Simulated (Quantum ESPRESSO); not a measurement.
## NbSc4Pt2Pd (a curve over one atom's position)

A calculation, not a measurement. The program is pw.x of Quantum ESPRESSO 7.5 (plane-wave density functional theory). The cell is made up: eight metal atoms on a face-centred cubic lattice, with elements, volume, strain and displacements drawn at random and not relaxed, so it may be unstable or far from any real phase. PseudoDojo standard norm-conserving files set the functional (PBE unless stated); there is no spin polarisation or spin-orbit coupling, the Fermi-Dirac width of 0.25 eV means electrons at about 2900 K, and the masses in the input are unused placeholders. Heavy elements are run without spin-orbit coupling, which real alloys of them have. A spin test at this wide smearing found no moment, but such smearing suppresses magnetism that the real alloy may have.

Seven runs move atom 7 (Pt, counted in the order of the input) along y and keep all else fixed.

Input of the run at -0.0464:

```
&control calculation='scf', pseudo_dir='./dojo.nc.sr.pbe.v0_5.standard.upf', outdir='./o', disk_io='minimal', tprnfor=.true., tstress=.true. /
&system ibrav=0, nat=8, ntyp=4, nbnd=74, ecutwfc=84.00895049, nosym=.true., tot_charge=0,
 occupations='smearing', smearing='fd', degauss=0.0183746611
/
&electrons conv_thr=1.470e-08, electron_maxstep=70, mixing_beta=0.5 /
ATOMIC_SPECIES
Nb 1.0 Nb.upf
Pd 1.0 Pd.upf
Pt 1.0 Pt.upf
Sc 1.0 Sc.upf
CELL_PARAMETERS angstrom
0.0 -2.1143 -2.1143
-6.3429 -2.1143 0.0
-2.1143 4.2286 -6.3429
ATOMIC_POSITIONS angstrom
Nb -0.0093 0.083 -0.1226
Sc -2.0673 2.0304 -4.2488
Sc -2.1137 -0.0014 -1.9875
Pt -4.2432 2.1086 -6.3504
Sc -4.1465 -0.0228 -4.2062
Pd -4.2487 -2.0952 -2.0572
Pt -6.3788 -0.0642 -6.445
Sc -6.3568 -2.1095 -4.2123
K_POINTS automatic
8 4 3 1 1 1
```

```
shift of atom 7 along y (Å)  free energy less that of the input shown (eV)  Fx on atom 7 (eV/Å)  Fy on atom 7 (eV/Å)  Fz on atom 7 (eV/Å)  pressure (GPa)  iterations
                    -0.1622                                        -0.0198               -0.059               -0.054                0.350           -0.37          24
                    -0.1154                                        -0.0151               -0.082               -0.148                0.382           -0.42          25
                    -0.0765                                        -0.0078               -0.101               -0.227                0.410           -0.45          25
                    -0.0464                                         0.0000               -0.116               -0.290                0.432           -0.45          24
                    +0.0555                                         0.0410               -0.168               -0.521                0.523           -0.34          23
                    +0.0847                                         0.0573               -0.184               -0.595                0.554           -0.28          23
                    +0.1126                                         0.0749               -0.199               -0.669                0.587           -0.20          23
```

A cubic fit gives dFy/dy = -2.24 eV/Å² at zero shift. Across the table the energy follows minus the integral of the force to 0.1 meV. A rerun of one of the cells at a higher cutoff and on a denser mesh moved values by no more than 0.008 eV in energy, 0.12 GPa in stress and 0.006 eV/Å in force, and a second program with other atomic files agreed on that cell to 2 % rms in force and 0.5 GPa in pressure.